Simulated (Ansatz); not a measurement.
An Ansatz (a quantum-chemistry and plane-wave program) run. Input:

Ansatz 0.2 input:
```yaml
crystal:
  lattice:
    - [3.4496369264, 0.0, 0.0]
    - [-1.7248184632, 2.9874732121, 0.0]
    - [0.0, 0.0, 5.396970608]
  atoms:
    - { symbol: In, position: [0.3333333333, 0.6666666667, 0.5108974193] }
    - { symbol: Zn, position: [0.6666666667, 0.3333333333, 0.9969450914] }
    - { symbol: O, position: [0.3333333333, 0.6666666667, 0.1112373109] }
    - { symbol: N, position: [0.6666666667, 0.3333333333, 0.6309101784] }
kpoints:
  mp_grid: { grid: [8, 8, 5] }
hamiltonian:
  xc: r2scan
  pseudopotentials: { azcp: { folder: ./paw }, kind: paw }
scf:
  occupations: { method: fixed }
output:
  optics: { e_range: [0.0, 15.0], de: 0.05, sigma: 0.1, bands: { spectra_wanted_up_to: 12 eV } }
```

Output (shortened):

```
output.optics: the spectra are integrated over the Brillouin zone by k·p interpolation around the k-points, where levels, occupations, output.optics.sigma and …
Pseudopotential: In, paw, valence charge 13
Pseudopotential: Zn, paw, valence charge 12
Pseudopotential: O, paw, valence charge 6
Pseudopotential: N, paw, valence charge 5
Functional definition: r2SCAN
Crystal: 4 atoms, lattice volume = 55.620 Å³
Basis set: ecut = 500 eV, 1411 PW (Γ), exchange–correlation on 108×108×160 points (64 copies of the dense FFT grid, shifted against one another)
Bands: 22, of which v1, the nominal top of the filled ones, is band 18 counted from 1 (17 counted from 0)
Symmetry: 6 space group operations
Space group: P3m1 (ITA 156), of the structure as read, at distance tolerance 3.8e-5 Å
k-points: 40 of 320 (time reversal used)
SCF iter   1: F=—  HF=-9893.311043 eV  |F-HF|=—  |Δ(HF+E_count)|=         —  Δρ=1.11e-1  dr2=7.86e0  dr2_τ=4.84e-1  ethr=3.10e-3  ⟨swp⟩=4.9  Hψ=3523  notcnv=0  defer=79
preconditioner: auto → Resta (q_TF=auto, 2.537 Å⁻¹)
SCF iter   2: F=—  HF=-9891.675450 eV  |F-HF|=—  |Δ(HF+E_count)|=    1.64e0  Δρ=4.08e-2  dr2=8.35e-1  dr2_τ=1.95e-1  ethr=3.10e-3  ⟨swp⟩=3.0  Hψ=2112  notcnv=0  defer=80
SCF iter   3: F=—  HF=-9891.617926 eV  |F-HF|=—  |Δ(HF+E_count)|=   5.75e-2  Δρ=2.21e-2  dr2=3.04e-1  dr2_τ=9.64e-3  ethr=2.32e-3  ⟨swp⟩=2.8  Hψ=1963  notcnv=0  defer=76
SCF iter   4: F=—  HF=-9891.582234 eV  |F-HF|=—  |Δ(HF+E_count)|=   3.57e-2  Δρ=7.79e-3  dr2=3.67e-2  dr2_τ=2.39e-3  ethr=8.43e-4  ⟨swp⟩=2.5  Hψ=1423  notcnv=0  defer=78
SCF iter   5: F=—  HF=-9891.577326 eV  |F-HF|=—  |Δ(HF+E_count)|=   4.91e-3  Δρ=2.66e-3  dr2=5.00e-3  dr2_τ=3.17e-4  ethr=1.02e-4  ⟨swp⟩=2.0  Hψ=1720  notcnv=0  defer=80
SCF iter   6: F=—  HF=-9891.576328 eV  |F-HF|=—  |Δ(HF+E_count)|=   9.97e-4  Δρ=1.57e-3  dr2=1.26e-3  dr2_τ=6.53e-5  ethr=1.39e-5  ⟨swp⟩=2.0  Hψ=1400  notcnv=0  defer=80
SCF iter   7: F=—  HF=-9891.576056 eV  |F-HF|=—  |Δ(HF+E_count)|=   2.72e-4  Δρ=6.32e-4  dr2=1.83e-4  dr2_τ=6.64e-6  ethr=3.51e-6  ⟨swp⟩=2.0  Hψ=1400  notcnv=0  defer=80
SCF iter   8: F=—  HF=-9891.576096 eV  |F-HF|=—  |Δ(HF+E_count)|=   4.03e-5  Δρ=2.14e-4  dr2=3.46e-5  dr2_τ=1.71e-6  ethr=5.09e-7  ⟨swp⟩=2.0  Hψ=1586  notcnv=0  defer=79
SCF iter  16: F=-9891.576091 eV  HF=-9891.576091 eV  |F-HF|=0.00e0  |Δ(HF+E_count)|=  7.28e-12  Δρ=5.32e-8  dr2=1.29e-12  dr2_τ=1.04e-13  ethr=1.00e-12  ⟨swp⟩=3.0  Hψ=1997  notcnv=0
SCF 1 converged in 16 iterations: F = -9891.576091 eV  dr2 = 1.29e-12
NSCF: frozen V_eff on 40 k-points
Optics k sum: 0 of 40 k-points
Optics k sum: 2 of 40 k-points
Optics k sum: 4 of 40 k-points
Optics k sum: 6 of 40 k-points
Optics k sum: 8 of 40 k-points
Optics k sum: 10 of 40 k-points
Optics k sum: 12 of 40 k-points
Optics k sum: 14 of 40 k-points
Optics k sum: 16 of 40 k-points
Optics k sum: 18 of 40 k-points
Optics k sum: 20 of 40 k-points
Optics k sum: 22 of 40 k-points
Optics k sum: 24 of 40 k-points
Optics k sum: 26 of 40 k-points
Optics k sum: 28 of 40 k-points
Optics k sum: 30 of 40 k-points
Optics k sum: 32 of 40 k-points
Optics k sum: 34 of 40 k-points
Optics k sum: 36 of 40 k-points
Optics k sum: 38 of 40 k-points
Optics k sum: 40 of 40 k-points
Optics k sum: 0 of 40 k-points
Optics k sum: 2 of 40 k-points
Optics k sum: 4 of 40 k-points
Optics k sum: 6 of 40 k-points
Optics k sum: 8 of 40 k-points
Optics k sum: 10 of 40 k-points
Optics k sum: 12 of 40 k-points
Optics k sum: 14 of 40 k-points
Optics k sum: 16 of 40 k-points
Optics k sum: 18 of 40 k-points
Optics k sum: 20 of 40 k-points
Optics k sum: 22 of 40 k-points
Optics k sum: 24 of 40 k-points
Optics k sum: 26 of 40 k-points
Optics k sum: 28 of 40 k-points
Optics k sum: 30 of 40 k-points
Optics k sum: 32 of 40 k-points
Optics k sum: 34 of 40 k-points
Optics k sum: 36 of 40 k-points
Optics k sum: 38 of 40 k-points
Optics k sum: 40 of 40 k-points
Optics k sum: 0 of 40 k-points
Optics k sum: 2 of 40 k-points
Optics k sum: 4 of 40 k-points
Optics k sum: 6 of 40 k-points
Optics k sum: 8 of 40 k-points
Optics k sum: 10 of 40 k-points
Optics k sum: 12 of 40 k-points
Optics k sum: 14 of 40 k-points
Optics k sum: 16 of 40 k-points
Optics k sum: 18 of 40 k-points
Optics k sum: 20 of 40 k-points
Optics k sum: 22 of 40 k-points
Optics k sum: 24 of 40 k-points
Optics k sum: 26 of 40 k-points
Optics k sum: 28 of 40 k-points
Optics k sum: 30 of 40 k-points
Optics k sum: 32 of 40 k-points
Optics k sum: 34 of 40 k-points
Optics k sum: 36 of 40 k-points
Optics k sum: 38 of 40 k-points
Optics k sum: 40 of 40 k-points
NSCF: frozen V_eff on 1 k-points
NSCF: frozen V_eff on 1 k-points
NSCF: frozen V_eff on 1 k-points
NSCF: frozen V_eff on 1 k-points
output.optics: what the bands over the 35 summed would add to eps1, eps2 and the energy-loss function is held between a lower and an upper bound (8 Lanczos …
SCF converged after 16 iterations
Free energy (F): -9891.576091 eV
Harris-Foulkes:  -9891.576091 eV  (|F-HF|=0.00e0)
Internal energy: -9891.576091 eV  (E = F + TS)
E sigma→0 (E₀):  -9891.576091 eV
Fermi energy:    8.259380 eV
--- Per-component energies (eV) ---
  E_band       = 8.041148
  E_kinetic    = 661.815897
  E_local      = -3464.885398  (includes V_loc(G=0)·N_el)
  E_nonlocal   = 1246.368509
  E_hartree    = 1334.345093
  E_xc         = -329.000002
  E_vxc        = -327.922341  (∫ρ·V_xc dr)
  E_paw        = -6450.858788  (= ΣΔE_a)
  E_vpaw       = -796.090468  (= ΣTr[D̂ρ^β])
  E_aug_tail   = 0.000260  (compensation charges beyond the density's cutoff)
  E_vtau       = 20.064521  (kinetic-family band-sum trace: ∫τ·v_τ [+ j·A + Jᵃ·Aᵃ] dr)
  E_ewald      = -2890.083089
  E_core_change = 0.721427  (= ΣΔE_core)
  E_smearing   =  0.000000  (= −TS)
  E_closure    =  0.000000  (closes the sum)
  Σ components = -9891.576091   (vs F -9891.576091, Δ=0.00e0)
  [band-id]    e_kinetic+e_local+e_nonlocal+2·e_hartree+e_vxc+e_vpaw+e_augmentation_tail+e_vtau = 8.041165   (vs E_band 8.041148, Δ=1.75e-5)
--- Band table (eV; the first three rows and the last of 40) ---
  k-point 0: bands = ["-10.7300", "-7.2607", "-5.4660", "-5.4660", "-5.0592", "-5.0592", "-4.5152", "2.1678", "2.1678", "2.3465", "2.8237", "2.9317", "2.9317", "6.6531", "6.6531", "7.7639", "8.2594", "8.2594", "8.5379", "12.2629", "16.2365", "19.1263"]
  k-point 1: bands = ["-10.7152", "-7.2486", "-5.4662", "-5.4662", "-5.0599", "-5.0599", "-4.6086", "2.0540", "2.1690", "2.1690", "2.9299", "2.9299", "3.4469", "6.6932", "6.6932", "6.8631", "8.2211", "8.2211", "9.4947", "12.1601", "16.2196", "19.1136"]
  k-point 2: bands = ["-10.6907", "-7.2278", "-5.4665", "-5.4665", "-5.0611", "-5.0611", "-4.7568", "1.8565", "2.1711", "2.1711", "2.9271", "2.9271", "4.4964", "5.7103", "6.7631", "6.7631", "8.1543", "8.1543", "10.6826", "11.7313", "16.3614", "18.2364"]
  k-point 39: bands = ["-10.3728", "-7.2693", "-5.2877", "-5.1910", "-5.0684", "-5.0347", "-3.1424", "1.9896", "2.3485", "2.6453", "2.8712", "3.0917", "3.3920", "3.7425", "4.6806", "5.4382", "6.1520", "7.1918", "13.7153", "14.8369", "15.5285", "15.8743"]
```

Cost: around 7 core-minutes (rough) on shared cores.

The start of the workflow was typed in or built on a structure type; neither database checked (COD, Materials Project) lists it. Its standing as an ambient phase is unchecked. The cell was relaxed with r²SCAN under the symmetry of its start; whether a distortion lowers the energy is not shown. Spin–orbit coupling is left out wherever it is not named.

Potentials: the earlier of the program's two PAW sets. The files were generated under PBE; for other functionals the program regenerates the frozen cores, and for LDA and PBEsol the local potential too.

Ansatz is a plane-wave DFT program.
